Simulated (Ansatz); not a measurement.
CoP3:
```cif
data_Co4P12
_chemical_formula_sum 'Co4 P12'
_space_group_name_H-M_alt 'P 1'
_space_group_IT_number 1
_cell_length_a 6.65997
_cell_length_b 6.65997
_cell_length_c 6.65997
_cell_angle_alpha 109.471
_cell_angle_beta 109.471
_cell_angle_gamma 109.471
loop_
_space_group_symop_operation_xyz
  'x, y, z'
loop_
_atom_site_label
_atom_site_type_symbol
_atom_site_fract_x
_atom_site_fract_y
_atom_site_fract_z
_atom_site_occupancy
Co1 Co 0.00000 0.00000 0.50000 1
Co2 Co 0.50000 0.50000 0.50000 1
Co3 Co 0.00000 0.50000 0.00000 1
Co4 Co 0.50000 0.00000 0.00000 1
P1 P 0.85446 0.65219 0.50665 1
P2 P 0.14554 0.34781 0.49335 1
P3 P 0.14554 0.65219 0.79773 1
P4 P 0.85446 0.34781 0.20227 1
P5 P 0.50665 0.85446 0.65219 1
P6 P 0.49335 0.14554 0.34781 1
P7 P 0.79773 0.14554 0.65219 1
P8 P 0.20227 0.85446 0.34781 1
P9 P 0.65219 0.50665 0.85446 1
P10 P 0.34781 0.49335 0.14554 1
P11 P 0.65219 0.79773 0.14554 1
P12 P 0.34781 0.20227 0.85446 1
```

Relaxed with r²SCAN.

**Question.** Tabulate the valence density and the electron localisation function along the shortest P–P contact (2.24 Å), DFT-r²SCAN in the program Ansatz with PAW potentials.

**Answer.** 

| distance from P (Å) | density (e/Å³) | ELF |
|---|---|---|
| 0.22 | 0.13 | 0.00 |
| 0.34 | 0.30 | 0.03 |
| 0.45 | 0.52 | 0.30 |
| 0.56 | 0.72 | 0.68 |
| 0.67 | 0.84 | 0.85 |
| 0.78 | 0.86 | 0.90 |
| 0.90 | 0.83 | 0.91 |
| 1.01 | 0.80 | 0.91 |
| 1.12 | 0.78 | 0.91 |
| 1.23 | 0.80 | 0.91 |
| 1.34 | 0.83 | 0.91 |
| 1.46 | 0.86 | 0.90 |
| 1.57 | 0.84 | 0.85 |
| 1.68 | 0.72 | 0.68 |
| 1.79 | 0.52 | 0.31 |
| 1.90 | 0.30 | 0.03 |
| 2.01 | 0.13 | 0.00 |

The density is the valence pseudo-density with augmentation charge, so density and ELF within about 1 Å of a nucleus are not all-electron values.

Space group Im-3. The first step of the workflow began from a Materials Project structure, measured or hypothetical; the Crystallography Open Database files this formula in space group No. 204, but the cells were not matched. Whether it is the stable phase at ambient conditions was not checked. The cell was relaxed with r²SCAN under the symmetry of its start; whether a distortion lowers the energy is not shown. The run is not spin-polarised.

Potentials: the later of the program's two PAW sets.
